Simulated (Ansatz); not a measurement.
Question: Each is relaxed and computed with DFT-r²SCAN in the program Ansatz with PAW potentials. Which is the only metal?
A) Ta2O5, Pmmn (Ta on 4e, O on 4e, O on 4e, O on 2a)
B) SiGe, wurtzite
C) SiO2, I4/mmm (Si on 8h, O on 8f, O on 8i)
D) TaSi2, MoSi2 or CaC2 type

Answer: D, TaSi2, MoSi2 or CaC2 type. TaSi2: metal; Ta2O5: gap 2.87 eV (indirect); SiO2: gap 6.08 eV; SiGe: gap 0.66 eV (indirect). Constructed cells (a structure type filled with these elements, in neither database checked): TaSi2, MoSi2 or CaC2 type. Not the usual ambient phase: SiO2, I4/mmm (Si on 8h, O on 8f, O on 8i). Standing as an ambient phase not checked: Ta2O5, Pmmn (Ta on 4e, O on 4e, O on 4e, O on 2a); SiGe, wurtzite. Unstable at this level: SiO2, I4/mmm (Si on 8h, O on 8f, O on 8i). All cells were relaxed under the symmetry of their starts (and spin orders); stability against distortions was not tested throughout. Rows with no word on spin ran without spin polarisation. Spin–orbit coupling is left out wherever it is not named.

Potentials: the later of the program's two PAW sets.
